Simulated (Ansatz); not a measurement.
BN:
```cif
data_B4N4
_chemical_formula_sum 'N4 B4'
_space_group_name_H-M_alt 'F-43m'
_space_group_IT_number 216
_space_group_name_Hall 'F -4 2 3'
_cell_length_a 3.62476
_cell_length_b 3.62476
_cell_length_c 3.62476
_cell_angle_alpha 90.000
_cell_angle_beta 90.000
_cell_angle_gamma 90.000
loop_
_atom_site_label
_atom_site_type_symbol
_atom_site_symmetry_multiplicity
_atom_site_Wyckoff_symbol
_atom_site_fract_x
_atom_site_fract_y
_atom_site_fract_z
_atom_site_occupancy
N1 N 4 c 0.25000 0.25000 0.25000 1
B1 B 4 a 0.00000 0.00000 0.00000 1
```
(The calculation used a cell of 2 atoms; values per cell refer to that cell.)

Relaxed with PBE.

Question: Which orbitals make up the states near the band edges in PBE in the plane-wave PAW code Ansatz?

Answer: Top 1 eV of the valence band: N 2p 84 %, B 2p 15 %. Bottom 1 eV of the conduction band: B 2p 56 %, N 2s 31 %, outside the projected shells 9 %. Projections are on Löwdin-orthogonalised atomic valence shells; empty p or d shells of many metals are not among them.

Question: Tabulate the density of states.

Answer: States/eV per cell of 2 atoms, in 0.25 eV bins, energy from the valence-band maximum.

| E (eV) | total | N 2p | B 2p | N 2s |
|---|---|---|---|---|
| -7.85 | 0.51 | 0.31 | 0.08 | 0.04 |
| -7.60 | 0.34 | 0.21 | 0.06 | 0.03 |
| -7.35 | 0.36 | 0.22 | 0.08 | 0.03 |
| -7.10 | 0.45 | 0.27 | 0.10 | 0.03 |
| -6.85 | 0.52 | 0.32 | 0.12 | 0.03 |
| -6.60 | 0.53 | 0.33 | 0.12 | 0.03 |
| -6.35 | 0.54 | 0.34 | 0.13 | 0.03 |
| -6.10 | 0.56 | 0.35 | 0.14 | 0.02 |
| -5.85 | 0.61 | 0.38 | 0.15 | 0.02 |
| -5.60 | 0.64 | 0.41 | 0.16 | 0.02 |
| -5.35 | 0.69 | 0.44 | 0.18 | 0.02 |
| -5.10 | 0.75 | 0.48 | 0.20 | 0.02 |
| -4.85 | 0.90 | 0.58 | 0.25 | 0.02 |
| -4.60 | 0.92 | 0.60 | 0.26 | 0.02 |
| -4.35 | 0.90 | 0.59 | 0.25 | 0.02 |
| -4.10 | 0.89 | 0.59 | 0.24 | 0.02 |
| -3.85 | 0.88 | 0.60 | 0.24 | 0.01 |
| -3.60 | 0.86 | 0.59 | 0.23 | 0.01 |
| -3.35 | 0.85 | 0.59 | 0.22 | 0.01 |
| -3.10 | 0.84 | 0.59 | 0.22 | 0.01 |
| -2.85 | 0.84 | 0.60 | 0.21 | 0.01 |
| -2.60 | 0.83 | 0.60 | 0.20 | 0.01 |
| -2.35 | 0.81 | 0.60 | 0.19 | 0.01 |
| -2.10 | 0.81 | 0.60 | 0.18 | 0.01 |
| -1.85 | 0.66 | 0.50 | 0.14 | 0.01 |
| -1.60 | 0.51 | 0.39 | 0.10 | 0.00 |
| -1.35 | 0.42 | 0.33 | 0.08 | 0.00 |
| -1.10 | 0.35 | 0.28 | 0.06 | 0.00 |
| -0.85 | 0.29 | 0.23 | 0.05 | 0.00 |
| -0.60 | 0.22 | 0.19 | 0.03 | 0.00 |
| -0.35 | 0.16 | 0.14 | 0.02 | 0.00 |
| -0.10 | 0.06 | 0.05 | 0.01 | 0.00 |
| 0.15 | 0.00 | 0.00 | 0.00 | 0.00 |
| 0.40 | 0.00 | 0.00 | 0.00 | 0.00 |
| 0.65 | 0.00 | 0.00 | 0.00 | 0.00 |
| 0.90 | 0.00 | 0.00 | 0.00 | 0.00 |
| 1.15 | 0.00 | 0.00 | 0.00 | 0.00 |
| 1.40 | 0.00 | 0.00 | 0.00 | 0.00 |
| 1.65 | 0.00 | 0.00 | 0.00 | 0.00 |
| 1.90 | 0.00 | 0.00 | 0.00 | 0.00 |
| 2.15 | 0.00 | 0.00 | 0.00 | 0.00 |
| 2.40 | 0.00 | 0.00 | 0.00 | 0.00 |
| 2.65 | 0.00 | 0.00 | 0.00 | 0.00 |
| 2.90 | 0.00 | 0.00 | 0.00 | 0.00 |
| 3.15 | 0.00 | 0.00 | 0.00 | 0.00 |
| 3.40 | 0.00 | 0.00 | 0.00 | 0.00 |
| 3.65 | 0.00 | 0.00 | 0.00 | 0.00 |
| 3.90 | 0.00 | 0.00 | 0.00 | 0.00 |
| 4.15 | 0.00 | 0.00 | 0.00 | 0.00 |
| 4.40 | 0.00 | 0.00 | 0.00 | 0.00 |
| 4.65 | 0.02 | 0.00 | 0.01 | 0.01 |
| 4.90 | 0.05 | 0.00 | 0.03 | 0.02 |
| 5.15 | 0.07 | 0.00 | 0.04 | 0.02 |
| 5.40 | 0.09 | 0.00 | 0.05 | 0.03 |
| 5.65 | 0.10 | 0.01 | 0.06 | 0.03 |
| 5.90 | 0.13 | 0.01 | 0.07 | 0.03 |
| 6.15 | 0.15 | 0.01 | 0.08 | 0.04 |
| 6.40 | 0.17 | 0.01 | 0.09 | 0.04 |
| 6.65 | 0.20 | 0.02 | 0.11 | 0.05 |
| 6.90 | 0.23 | 0.02 | 0.12 | 0.05 |
| 7.15 | 0.26 | 0.03 | 0.14 | 0.05 |
| 7.40 | 0.29 | 0.03 | 0.16 | 0.06 |
| 7.65 | 0.33 | 0.04 | 0.18 | 0.06 |
| 7.90 | 0.37 | 0.05 | 0.20 | 0.06 |
| 8.15 | 0.42 | 0.06 | 0.23 | 0.06 |
| 8.40 | 0.48 | 0.07 | 0.27 | 0.07 |
| 8.65 | 0.55 | 0.09 | 0.31 | 0.07 |
| 8.90 | 0.66 | 0.11 | 0.38 | 0.07 |
| 9.15 | 0.78 | 0.15 | 0.44 | 0.07 |

Symmetry was held in the PBE relaxation; phonons on a q-mesh show no instability.

Potentials: the later of the program's two PAW sets.
